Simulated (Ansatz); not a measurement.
According to the program Ansatz at the PBEsol level (PAW), In in the diamond structure (Fd-3m) relaxes to a = 6.566 Å. In has 4 nearest neighbours from 2.84 Å (tetrahedral).

Electronic character: metallic (no gap). Gap from PBEsol with spin–orbit coupling: none (metallic).

An equation-of-state fit gives a bulk modulus of 27.4 GPa. The relaxed-ion elastic constants in GPa are C11 = 20.1, C12 = 31.8, C44 = -14.0. The highest mode at Γ lies at 3.77 THz.

The start of the workflow was typed in or built on a structure type; neither database checked (COD, Materials Project) lists it. It is not the phase usual at ambient conditions (space group No. 139). Symmetry was held in the PBEsol relaxation. At this level the phase is mechanically unstable. The volume moved by -16 % from the start of the relaxation. As this level gives no gap, shear constants depend on the k-mesh and smearing (Fermi–Dirac, 0.1 eV here). As this level gives no gap, phonon frequencies hold no LO–TO term and depend on the k-mesh and smearing (Fermi–Dirac, 0.1 eV here). Scalar-relativistic: spin–orbit coupling is off unless named, which matters more the heavier the elements.

Potentials: the later of the program's two PAW sets.
